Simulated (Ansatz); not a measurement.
**Ansatz 0.2.0, single run: LaBr$_{4}$**

Launch command:

```bash
ansatz run input.yaml --threads 1 --pin off --max-ram 2560MiB --backend cpu --events-out ev --progress --plain --runs-dir out
```

Input:

```yaml
crystal:
  lattice:
    - [4.348704, 4.566441, 0.0]
    - [4.348704, -4.566441, 0.0]
    - [0.0, 0.0, -3.905004]
  atoms:
    - { symbol: Br, position: [0.1894, 0.8106, 0.5] }
    - { symbol: Br, position: [0.8106, 0.1894, 0.5] }
    - { symbol: La, position: [0.0, 0.0, 0.0] }
    - { symbol: Br, position: [0.2852, 0.2852, 0.0] }
    - { symbol: Br, position: [0.7148, 0.7148, 0.0] }
  symmetry: { tolerance: 0.0003 }
kpoints:
  mp_grid: { grid: [3, 3, 5], shift: [0, 0, 0] }
magnetization:
  spin_polarized: true
scf:
  occupations: { method: gaussian, width: 0.025 }
  eigensolver: { kind: davidson }
hamiltonian:
  pseudopotentials: { kind: paw }
  xc: pbe
basis:
  ecutwfc: 420
output:
  forces: true
  stress: true
  eigenvalues: true
  write_density: true
  write_potential: true
  elf: true
  volumetric_format: npy
```

Origin of the cell: a known structure type with other elements, at an estimated volume, so it need not be a known compound.

Output (shortened):

```
Pseudopotentials: kind: paw
Pseudopotential: Br, paw, valence charge 7, recommended cutoff 420 eV (normal), Br.paw.azcp
Pseudopotential: La, paw, valence charge 11, recommended cutoff 420 eV (normal), La.paw.azcp
Functional definition: PBE
  exchange = pbe_x(kappa = kappa, mu = beta*pi^2/3)
  correlation = pbe_c(beta = beta)
Crystal: 5 atoms, lattice volume = 155.092 Å³
Basis set: ecut = 420 eV, 3041 PW (Γ), exchange–correlation on 90×90×54 points (8 copies of the dense FFT grid, shifted against one another)
Bands: 25, of which v1, the nominal top of the filled ones, is band 20 counted from 1 (19 counted from 0)
Symmetry: 8 space group operations
Space group: Cmmm (ITA 65), of the structure as read, at distance tolerance 1.6e-3 Å
k-points: 12 of 45
[… 4 lines left out …]
Initial density: superposition of atomic densities (chi_scale 0.1, normalization cell, long waves kept (reshape's long-wave potential 0.03 eV rms))
Functional: x = pbe(κ = 0.804, μ = 0.219515), c = pbe(β = 0.066725)
SCF iter   1: F=—  HF=-17399.214202 eV  Δρ=1.35e-1  dr2=2.79e2  dr2_m=0.00e0  M=0.000 μB ∫|m|=0.000 μB
SCF iter   2: F=—  HF=-17390.499596 eV  Δρ=3.71e-2  dr2=9.28e0  dr2_m=0.00e0  M=0.000 μB ∫|m|=0.000 μB  defer=5
SCF iter   3: F=—  HF=-17388.545392 eV  Δρ=2.82e-2  dr2=5.52e0  dr2_m=0.00e0  M=0.000 μB ∫|m|=0.000 μB  defer=12
SCF iter   4: F=—  HF=-17386.119492 eV  Δρ=1.11e-2  dr2=1.14e0  dr2_m=6.21e-2  M=1.000 μB ∫|m|=1.005 μB  defer=38
SCF iter   5: F=—  HF=-17386.253026 eV  Δρ=8.47e-3  dr2=9.55e-1  dr2_m=3.22e-2  M=0.288 μB ∫|m|=0.326 μB  defer=19
SCF iter   6: F=—  HF=-17386.078090 eV  Δρ=3.61e-3  dr2=1.48e-1  dr2_m=6.03e-3  M=0.229 μB ∫|m|=0.251 μB  defer=21
SCF iter   7: F=—  HF=-17386.070428 eV  Δρ=1.73e-3  dr2=1.49e-2  dr2_m=1.44e-3  M=0.110 μB ∫|m|=0.121 μB  defer=32
SCF iter   8: F=—  HF=-17386.075128 eV  Δρ=3.57e-4  dr2=2.18e-3  dr2_m=1.58e-5  M=0.079 μB ∫|m|=0.082 μB  defer=39
SCF iter   9: F=—  HF=-17386.076726 eV  Δρ=1.25e-4  dr2=1.44e-4  dr2_m=0.00e0  M=0.000 μB ∫|m|=0.000 μB  defer=13
SCF iter  10: F=—  HF=-17386.076925 eV  Δρ=6.02e-5  dr2=3.89e-5  dr2_m=0.00e0  M=0.000 μB ∫|m|=0.000 μB  defer=11
SCF iter  11: F=—  HF=-17386.076983 eV  Δρ=3.29e-5  dr2=1.38e-5  dr2_m=0.00e0  M=0.000 μB ∫|m|=0.000 μB  defer=11
SCF iter  12: F=—  HF=-17386.077003 eV  Δρ=1.02e-5  dr2=1.16e-6  dr2_m=0.00e0  M=0.000 μB ∫|m|=0.000 μB  defer=9
SCF iter  13: F=-17386.077004 eV  HF=-17386.077003 eV  Δρ=2.03e-6  dr2=6.76e-8  dr2_m=0.00e0  M=0.000 μB ∫|m|=0.000 μB  defer=6
SCF 1 converged in 13 iterations: F = -17386.077004 eV  dr2 = 6.76e-8
the search or the solves at the SCF's close may have found levels that the self-consistency loop had missed (the run counts none). By its estimate they hold under 1e-12 electrons; where the r […]
SCF converged after 13 iterations
Magnetization: 0.0000 μB (19.5000 up, 19.5000 down)
Absolute magnetization: 0.0000 μB (∫|ρ↑−ρ↓|)
Spin contamination: 0.0000 ħ² per cell (⟨S²⟩ above its minimum at these occupations)
Per-site moments (μB) at R_I (Å): [(0.0, 1.076013), (0.0, 1.076013), (0.0, 1.023207), (0.0, 1.023207), (0.0, 1.023207)]
Free energy (F): -17386.077004 eV
Harris-Foulkes:  -17386.077003 eV  (|F-HF|=3.50e-8)
Internal energy: -17386.074310 eV  (E = F + TS)
E sigma→0 (E₀):  -17386.075657 eV
Entropy (-TS):   -0.002694 eV (-0.539 meV/atom)
Fermi energy:    3.380313 eV
--- Per-component energies (eV) ---
  E_band       = -145.912921
  E_kinetic    = 748.572761
  E_local      = -1706.791980  (includes V_loc(G=0)·N_el)
  E_nonlocal   = 383.094766
  E_hartree    = 555.976566
  E_xc         = -1203.874969
  E_vxc        = -570.238745  (∫ρ·V_xc dr)
  E_paw        = -14405.773888  (= ΣΔE_a)
  E_vpaw       = -112.497154  (= ΣTr[D̂ρ^β])
  E_aug_tail   = -0.000001  (compensation charges beyond the density's cutoff)
  E_ewald      = -1757.277565
  E_smearing   = -0.002694  (= −TS)
  Σ components = -17386.077004   (vs F -17386.077004, Δ=0.00e0)
--- Forces (eV/Å), atoms counted from 1 ---
  atom   1  Br     0.000000     4.234936     0.000000
  atom   2  Br     0.000000    -4.234936     0.000000
  atom   3  La    -0.000000     0.000000     0.000000
  atom   4  Br     4.258947     0.000000     0.000000
  atom   5  Br    -4.258947     0.000000     0.000000
  max |Σ_I F_I| component: 8.88e-16 eV/Å
--- Stress (GPa, compression-positive) ---
       20.114146       0.000000       0.000000
        0.000000      16.223988       0.000000
        0.000000       0.000000      22.910881
  P = ⅓ Tr σ = 19.7497 GPa (197.497 kbar)
```

Caveats: no moments, though an odd count or open d shells may carry them; no spin-orbit coupling, though heavy elements are present; spin is on but no moment was typed; the k mesh is coarse if the cell is a metal.

Time: 8.4 s on 1 thread of Arm Neoverse V2, on a shared host, peak memory 0.4 GiB, from the program's own first density.
